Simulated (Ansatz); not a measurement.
Relaxed-ion elastic tensor of AgNb₂CO₂ in space group P-3m1 (No. 164; O on 2d, Nb on 2d, C on 1a, Ag on 1b) in GPa (Voigt order), DFT-PBE+D3(BJ) in the program Ansatz with PAW potentials; density 7.04 g/cm³, 13.28 Å³ per atom.

```
 327  92.8  17.8   3.6   0.0   0.0
92.8   327  17.8  -3.6   0.0   0.0
17.8  17.8  44.1   0.0   0.0   0.0
 3.6  -3.6   0.0  -4.5   0.0   0.0
 0.0   0.0   0.0   0.0  -4.5   3.6
 0.0   0.0   0.0   0.0   3.6   117
```

Question: Is the crystal mechanically stable?

Answer: No: the smallest eigenvalue of C is -4.6 GPa.

The cell is a constructed one: a structure type filled with these elements; neither database checked (COD, Materials Project) lists it. Its standing as an ambient phase is unchecked. Symmetry was held in the PBE+D3(BJ) relaxation. At this level the phase is mechanically unstable. No spin polarisation was allowed. As this level gives no gap, shear constants depend on the k-mesh and smearing (Fermi–Dirac, 0.1 eV here).

Potentials: the later of the program's two PAW sets.
